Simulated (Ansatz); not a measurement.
**In3BAs4 (ordering on zincblende): the band gap by level of theory**

All numbers come from Ansatz 0.2.0. No magnetic order and no zero-point or thermal motion; the cell was built from a prototype and may be hypothetical.

In3BAs4 as one 8-atom ordering (Amm2) on the zincblende lattice, relaxed with r2SCAN. It is orthorhombic, Amm2 (No. 38); a = 4.097 Å, b = 8.195 Å, c = 11.687 Å in the conventional setting, 24.52 Å³ an atom. B has 4 As at 2.14–2.39 Å; In has 4 As at 2.54–2.69 Å; In has 4 As at 2.54–2.64 Å; As has 2 B at 2.39 Å and 2 In at 2.69 Å; As has 1 B at 2.14 Å and 3 In at 2.64 Å; As has 4 In at 2.54 Å.

```
B In As
1.0
     4.09671    0.00000    0.00000
     0.00000    4.09745    5.84357
     0.00000   -4.09745    5.84357
B In As
1 3 4
Direct
  0.00000 0.99435 0.99435
  0.50000 0.00331 0.49919
  0.50000 0.49919 0.00331
  0.00000 0.49660 0.49660
  0.50000 0.09977 0.09977
  0.00000 0.10680 0.67548
  0.00000 0.67548 0.10680
  0.50000 0.62448 0.62448
```

Relaxed lattice by functional, symmetry kept:
```json
{"functional": "PBE", "k mesh": "6×4×4", "a (Å)": "4.145", "b (Å)": "8.278", "c (Å)": "11.791", "volume (Å³/atom)": "25.28"}
{"functional": "r2SCAN", "k mesh": "6×4×4", "a (Å)": "4.097", "b (Å)": "8.195", "c (Å)": "11.687", "volume (Å³/atom)": "24.52"}
```

On this one geometry the levels give:
```json
{"level": "PBE", "k mesh": "6×4×4", "gap (eV)": "none (overlap 0.06)", "kind": "–", "edges": "–", "least direct gap (eV)": "–", "rough cost": "2.3 core-minutes"}
{"level": "PBE+SOC", "k mesh": "6×4×4", "gap (eV)": "none (overlap 0.03)", "kind": "–", "edges": "–", "least direct gap (eV)": "–", "rough cost": "8 core-minutes"}
{"level": "HSE06", "k mesh": "4×2×2", "gap (eV)": "0.03", "kind": "indirect", "edges": "Σ₀–Γ (0.80) → Γ", "least direct gap (eV)": "0.08", "rough cost": "17 core-minutes"}
```
All runs use a smearing of 0.02 eV.
Wave cutoffs: 420 eV.
Points off the special ones are mesh points or PBE's searched band edges, reused at the other levels.
Costs come from shared machines and give only the order; PBE's includes the band path. The runs had 4 threads of Arm Neoverse V1, with other jobs on the host.

HSE06 gives an indirect gap of 0.03 eV, from Σ₀–Γ (0.80 of the way from Σ₀) to Γ; the least direct gap is 0.08 eV at Γ. (This is within a few times the smearing of 0.02 eV, so the filling near the edges can be smeared.) With PBE+SOC the bands overlap by 0.03 eV (counted from 1, band 102 peaks at Σ₀–Γ (0.80 of the way from Σ₀) and band 103 bottoms out at Γ–Y (0.20 of the way from Γ)): no gap.

The levels disagree on the kind of gap: indirect with HSE06; no gap with PBE, PBE+SOC.

Only the levels marked +SOC include spin-orbit coupling.

Gaps or overlaps of about a tenth of an eV are at the limit of these meshes: between the points read a gap can be smaller or closed.

The meshes of the hybrids are coarse, so their gaps aren't converged to the digits shown.
